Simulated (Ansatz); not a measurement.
Start of a relaxation of BaMnF2:

```xyz
4
Lattice="2.8554 0.0000 0.0000 -1.4277 2.4729 0.0000 0.0000 0.0000 6.1984" Properties=species:S:1:pos:R:3 pbc="T T T"
Ba    0.0000    0.0000    4.4680
Mn    1.4277    0.8243    1.0025
F     0.0000    0.0000    2.0780
F     0.0000    1.6486    0.0000
```

These are results of DFT PBE, scalar-relativistic, plane waves, PAW (Ansatz), not measurements. Cutoff 420 eV, Gaussian smearing, Γ-centred meshes. Cell and atoms relax first on a coarse mesh and then on a converged one. In between, the cell is made exact in the group found at 0.06 Å. The steps can't lower the symmetry of their start. Collinear spin, starting moments Mn 4.0 μB.

A guess keeps its type if space group and coordination stay and the shape of the cell changes little (axis ratios within about 15 %, angles within 6°); the volume may change.

Problem. Does this structure survive the relaxation?

Solution. It doesn't keep its type. The symmetry goes from P3m1 (No. 156) to P-6m2 (No. 187). The volume per atom grows by 120.3 %, from 10.9 to 24.1 Å³. The shortest distance goes from 1.93 Å (Mn–F) to 2.58 Å (Ba–F and Mn–F). Counting neighbours within 15 % of an atom's shortest distance, the start has Ba 4, F 3, Mn 6 and the end Ba 5, F 3/5, Mn 3. In detail, at the end Ba has 3 F at 2.58 Å, 2 F at 2.78 Å and 6 Mn at 3.79 Å; Mn has 3 F at 2.58 Å, 6 Ba at 3.79 Å and 6 F at 3.79 Å; F on its first site is surrounded by 3 Mn at 2.58 Å and 2 Ba at 2.78 Å; 1 more site not described.

Space group P-6m2 (No. 187). a = 4.476 Å, b = 4.476 Å, c = 5.557 Å, α = 90.00°, β = 90.00°, γ = 120.00°
```
atom  site  symmetry       x       y       z
  Ba    1b      -6m2  0.0000  0.0000  0.5000
  Mn    1e      -6m2  0.6667  0.3333  0.0000
   F    1a      -6m2  0.0000  0.0000  0.0000
   F    1d      -6m2  0.3333  0.6667  0.5000
```

The last run used collinear spin, a 12×12×6 mesh (in the run's order of axes) for its 4-atom cell and Gaussian smearing of 0.02 eV. No Hubbard U is applied to the 3d shell of Mn. The magnetic state reached may not be the lowest. Symmetry constrained the relaxation, so the result can be a saddle point.

In counts of neighbours, a slash parts the counts of unlike sites.
